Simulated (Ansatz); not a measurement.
A geometry of GaIr away from equilibrium: step 11 of the relaxation of a randomly generated symmetric cell of GaIr (space group No. 164). These are PBE (plane waves to 420 eV, PAW, scalar-relativistic; Ansatz, a quantum-chemistry and plane-wave program) values and carry that method's errors. Γ-centred k-mesh 8×8×6 on the run's cell (coarser than for final values), Fermi–Dirac smearing 0.05 eV.

```xyz
6
Lattice="5.3641 0.0000 0.0000 -2.6821 4.6455 0.0000 0.0000 0.0000 4.1298" Properties=species:S:1:pos:R:3:forces:R:3 pbc="T T T" free_energy=-47156.474 pressure_GPa=3.8
Ga     0.0000     3.0970     2.0649    0.0000    0.0000    0.0000
Ga     2.6821     1.5485     2.0649    0.0000    0.0000    0.0000
Ga     0.0000     0.0000     0.0000    0.0000    0.0000    0.0000
Ir     2.6821     0.0000     0.0000    0.0000    0.0000    0.0000
Ir    -1.3410     2.3227     0.0000    0.0000    0.0000    0.0000
Ir     1.3410     2.3227     0.0000    0.0000    0.0000    0.0000
```

Positions in Å, forces in eV/Å, free energy of the cell in eV (comparable only within this code, potentials and settings). Largest force: all forces are below 0.005 eV/Å; the geometry lies 0.01 eV/atom above the end of its relaxation.

No spin polarisation in the result.

The run could not lose the symmetry of its start, so the end can be a saddle point.

The end of the path is a generated cell of GaIr: the first start was made by a random draw of sites in a space group, and the end was not matched to a known phase here, so it may be hypothetical.
